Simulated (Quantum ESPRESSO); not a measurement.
# Report: field gradients of AlN (P6₃mc) under strain

```
AlN
1.0
    3.12859     0.00000     0.00000
   -1.56429     2.70944     0.00000
    0.00000     0.00000     5.01696
Al N
2 2
Direct
  0.66667   0.33333   0.49929
  0.33333   0.66667   0.99929
  0.66667   0.33333   0.88071
  0.33333   0.66667   0.38071
```
The geometry is a computed Materials Project entry, not a measured one. It is AlN in P6₃mc. Stability against distortions was not tested.

Method: field gradients by a PBE PAW density (pw.x of a modified build of Quantum ESPRESSO, JTH datasets) with the all-electron reconstruction of Petrilli and co-workers, 25 Ha, k-mesh 8×8×5 through Γ. Relaxations, where named, use PBE in pw.x of Quantum ESPRESSO. Values are those of each site's first atom; slopes are least-squares lines through the rows.

**Isotropic strain.** The last row in full: isotropic strain, all lattice vectors scaled by 1.02, fractional positions kept. Sites: Al is atom 1, N is atom 3.

```tsv
strain (%)	Vzz Al (a.u.)	Vzz N (a.u.)
-2	0.051	0.006
-1	0.049	0.004
0	0.047	0.002
+1	0.045	0.001
+2	0.044	-0.001
slope per %	-0.0018	-0.0017
```

Vzz Al (a.u.) answers most, by -0.0018 per %. Largest miss of the straight line: Vzz Al 0.0001, Vzz N 0.0001.

**Volume-keeping strain along the main axis.** The last row in full: strained by +2 % along the unique axis and by -1 % across it, atoms relaxed. Sites: Al is atom 1, N is atom 3.

| strain (%) | Vzz Al (a.u.) | Vzz N (a.u.) |
|---|---|---|
| -2 | 0.047 | -0.045 |
| -1 | 0.047 | -0.022 |
| 0 | 0.047 | 0.002 |
| +1 | 0.051 | 0.029 |
| +2 | 0.055 | 0.057 |
| slope per % | 0.0021 | 0.0255 |

Vzz N (a.u.) answers most, by 0.0255 per %. Largest miss of the straight line: Vzz Al 0.0021, Vzz N 0.0017.

**Summary.** Under isotropic strain, the largest response is that of Vzz Al (a.u.) (-0.0018 per %). Under volume-keeping strain along the main axis, the largest response is that of Vzz N (a.u.) (0.0255 per %). Cores are frozen. Against all-electron runs on small test molecules, this scheme's |Vzz| missed by −7 % on Al, under 1 % on N.

As single numbers, gradients under 0.02 a.u. lie near what cutoff and mesh leave (some 0.003 a.u. in our sweeps); these rows share cutoff and mesh counts, so their differences are steadier.
